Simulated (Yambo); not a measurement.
Yambo run on CdZn3O4 (space group P3m1, No. 156). The wavefunctions come from this Quantum ESPRESSO step (PBEsol, PseudoDojo standard norm-conserving files, scalar-relativistic):

```
&CONTROL
  calculation = 'nscf'
  pseudo_dir = './pseudo'
  outdir = './out'
/
&SYSTEM
  ibrav = 0
  nat = 8
  ntyp = 3
  ecutwfc = 102.0
  ecutrho = 408.0
  occupations = 'fixed'
  force_symmorphic = .true.
  nbnd = 232
/
&ELECTRONS
  conv_thr = 8e-09
  diago_full_acc = .true.
  diago_thr_init = 1e-08
/
ATOMIC_SPECIES
O 15.9990 O.upf
Zn 65.3800 Zn.upf
Cd 112.4140 Cd.upf
CELL_PARAMETERS angstrom
  3.364310032000   0.000000000000   0.000000000000
 -1.682155016000   2.913577954000   0.000000000000
  0.000000000000   0.000000000000  11.024070000000
ATOMIC_POSITIONS crystal
O   0.000000000000   0.000000000000   0.958900000000
O   0.000000000000   0.000000000000   0.431900000000
O   0.333333333000   0.666666667000   0.666800000000
O   0.333333333000   0.666666667000   0.195600000000
Zn   0.000000000000   0.000000000000   0.250500000000
Zn   0.333333333000   0.666666667000   0.013800000000
Zn   0.333333333000   0.666666667000   0.487100000000
Cd   0.000000000000   0.000000000000   0.755300000000
K_POINTS automatic
6 6 1 0 0 0
```

Yambo input:

```
rim_cut
gw0
dyson
el_el_corr
HF_and_locXC
ppa
em1d
RandQpts= 1000000
RandGvec= 1 Ry
EXXRLvcs= 102 Ry
VXCRLvcs= 408 Ry
Chimod= "HARTREE"
% BndsRnXp
 17 | 231 |
%
NGsBlkXp= 8 Ry
% LongDrXp
 1.0 | 1.0 | 1.0 |
%
PPAPntXp= 27.2114 eV
% GbndRnge
 1 | 231 |
%
GTermKind= "BG"
DysSolver= "n"
ExtendOut
% QPkrange
 1 | 1 | 52 | 53 |
 4 | 4 | 52 | 53 |
 7 | 7 | 52 | 53 |
%
```

k points by index: 1 = Γ, 4 = M, 7 = K.

Table of the .qp output:

```
#    K-point    Band    Eo [eV]    E [eV]    E-Eo [eV]    Vxc [eV]    Vnlxc [eV]    Sc|Eo [eV]    Sc|E [eV]    dSc/dw|Eo [eV]    Re(Z)    Im(Z)
#
    1    52    0.000000    -0.500749    -0.500749    -22.89238    -28.24848    4.700403    4.855345    -8.417349    0.763746    -0.001447
    1    53    0.142580    0.376167    0.233588    -12.81424    -9.559414    -2.967660    -3.021236    -6.239227    0.813478    -0.001201
    4    52    -0.620822    -1.174559    -0.553737    -21.72132    -27.31199    4.864177    5.036933    -8.487114    0.762253    -0.001486
    4    53    4.543801    5.176210    0.632409    -13.12276    -8.161732    -4.182053    -4.328616    -6.304274    0.811895    -0.002092
    7    52    -1.160818    -1.846180    -0.685362    -21.95140    -27.69802    4.850068    5.061249    -8.382764    0.764488    -0.001478
    7    53    6.289735    7.267541    0.977806    -14.74118    -8.953887    -4.564474    -4.809490    -6.815602    0.799685    -0.003489
```
(The two width columns are left out.) Convergence of these settings isn't established.

Spin-orbit coupling is not included.

Geometry of the Materials Project entry, not relaxed at this level.

The structure is a Materials Project entry; no match was found in the copy of COD used, and its stability was not checked.
